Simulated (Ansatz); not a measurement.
Trial structures of NbInS4: starts and ends

These are results of DFT PBE, scalar-relativistic, plane waves, PAW in Ansatz 0.2.0, not measurements. Settings: cutoff 420 eV, Γ-centred meshes spaced at most about 0.3 Å⁻¹, and about 0.25 Å⁻¹ or finer for metals (2π included), Gaussian smearing. Collinear spin in cells that started with moments and kept them past the coarse steps, no spin elsewhere.

Each guess was relaxed in cell and atoms at zero pressure, within the symmetry of its start. These are static total energies at zero pressure. Coordination counts S atoms around In and Nb (those within 1.25 times the shortest such distance or 1.15 times the sum of covalent radii, 1.27 where that leaves under three; the shortest distance is added where it exceeds 1.18 times the sum of covalent radii).

| guess | made from | start group | V start (Å³/atom) | end group | V end (Å³/atom) | coordination at the end | gap on mesh (eV) | largest moment (μB) | E over the lowest end (meV/atom) |
| --- | --- | --- | --- | --- | --- | --- | --- | --- | --- |
| 1 | MgBe4Cu type | F-43m | 23.5 | F-43m | 18.4 | Nb 12, In 12 from 3.2 Å | 0 | 1.8 | 1372 |
| 2 | random cell | P6/mmm | 27.1 | P6/mmm | 18.2 | Nb 12, In 12 from 3.2 Å | 0 | - | 758 |
| 3 | PrCu4Pd type | P-6m2 | 22.6 | P-6m2 | 23.5 | Nb 3, In 3 | 0 | 2.1 | 1282 |
| 4 | SrCaSi4 type | P-3m1 | 26.5 | P-3m1 | 22.8 | Nb 6, In 6 | 0 | - | 0 |
| 5 | CeDyC4 type | P4/mmm | 18.4 | ? | ? | ? | ? | ? | ? |

Guess 5 as it starts:

Space group P4/mmm (No. 123). a = 4.030 Å, b = 4.030 Å, c = 6.787 Å, α = 90.00°, β = 90.00°, γ = 90.00°
| atom | site | symmetry | x | y | z |
| --- | --- | --- | --- | --- | --- |
| Nb | 1d | 4/mmm | 0.5000 | 0.5000 | 0.5000 |
| In | 1a | 4/mmm | 0.0000 | 0.0000 | 0.0000 |
| S | 2g | 4mm | 0.0000 | 0.0000 | 0.6038 |
| S | 2h | 4mm | 0.5000 | 0.5000 | 0.1052 |

Question: Fill in the missing row: what does this guess relax into, and where does it rank?

Answer: It ends in space group P4/mmm (No. 123), with a = 3.128 Å, c = 13.601 Å, 22.2 Å³/atom and no gap, without spin. It lies 0.33 eV/atom over the lowest end, above guess 4 and below guess 2. Counting S atoms around In and Nb, this end has Nb 8, In 8 and the lowest (guess 4) has Nb 6, In 6.

```cif
data_structure
_symmetry_space_group_name_H-M 'P4/mmm'
_symmetry_Int_Tables_number 123
_cell_length_a 3.1276
_cell_length_b 3.1276
_cell_length_c 13.6014
_cell_angle_alpha 90.000
_cell_angle_beta 90.000
_cell_angle_gamma 90.000
_cell_volume 133.05
loop_
_atom_site_label
_atom_site_type_symbol
_atom_site_symmetry_multiplicity
_atom_site_Wyckoff_symbol
_atom_site_fract_x
_atom_site_fract_y
_atom_site_fract_z
_atom_site_occupancy
Nb1 Nb 1 d 0.50000 0.50000 0.50000 1
In1 In 1 a 0.00000 0.00000 0.00000 1
S1 S 2 g 0.00000 0.00000 0.60665 1
S2 S 2 h 0.50000 0.50000 0.12333 1
```

Energies over the elements count from the elements' standard structures at the same level, with no fitted energy shifts.

Question: Is the lowest end bound against the elements?

Answer: Yes: its formation energy is −0.55 eV/atom. A negative formation energy is needed for stability but isn't enough: competing phases decide.

Weakly bound directions are ill-defined at this level, which has no dispersion term (P-3m1, P4/mmm, P-6m2), and this can change margins and order among such cells. A magnetic state wasn't ruled out in cells without spin, among them P-3m1, P4/mmm, P6/mmm. The reference form of S is held partly by dispersion forces, which this level lacks. The magnetic state reached may not be the lowest. Cells relaxed within their symmetry can be saddle points. A lower structure may well exist outside this small set. Some candidate types were left out of the draw beforehand, so a known form may be missing.
